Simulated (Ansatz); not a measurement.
The relaxed structure here is a generated cell of TiAl: the first start was made by placing the elements on the sites of a structure type, and the end was not matched to a known phase here, so it may be hypothetical. Known forms of TiAl include space group No. 123.

The end point of a relaxation of TiAl. Space group P6mm (No. 183). The numbers are results of PBEsol (plane waves to 420 eV, PAW, scalar-relativistic; Ansatz, a first-principles code), not measurements.

Space group P6mm (No. 183); a = b = 4.503 Å, c = 5.509 Å, α = β = 90.00°, γ = 120.00°

```
atom  site  symmetry       x       y       z
----  ----  --------  ------  ------  ------
Ti      1a       6mm  0.0000  0.0000  0.3076
Ti      2b       3m.  0.3333  0.6667  0.5358
Al      1a       6mm  0.0000  0.0000  0.7901
Al      2b       3m.  0.3333  0.6667  0.0391
```

```yaml
volume_per_atom: 16.12 Å³
density: 3.85 g/cm³
band_gap: no gap (metallic)
shortest_distances: Ti–Ti 2.60 Å; Al–Al 2.60 Å; Al–Ti 2.66 Å
k-mesh: 10×10×7
```

Band energies at high-symmetry points (eV from the Fermi level; labels of this space group; no spin-orbit coupling), from −5 eV up to 0.9 eV:

| point | energies |
|---|---|
| Γ | -4.73 -3.66 -1.93 -1.93 -1.52 -1.52 -0.75 -0.75 -0.59 -0.51 -0.51 -0.40 |
| M | -4.10 -2.90 -2.53 -2.15 -1.72 -1.35 -1.28 -0.69 -0.52 0.29 0.80 |
| K | -2.70 -2.12 -2.12 -1.97 -1.29 -1.29 0.04 0.04 0.75 0.79 0.79 |
| A | -2.46 -2.40 -2.40 -1.91 -1.91 0.06 0.13 0.13 0.24 0.24 0.60 |
| L | -4.41 -3.94 -3.40 -2.42 -1.41 -1.01 -0.74 -0.67 0.27 0.28 0.30 0.80 |
| H | -3.80 -3.32 -3.32 -1.06 -0.48 -0.48 -0.15 0.07 0.07 0.71 0.71 |

No spin polarisation in the result.

The run could not lose the symmetry of its start, so the end can be a saddle point.
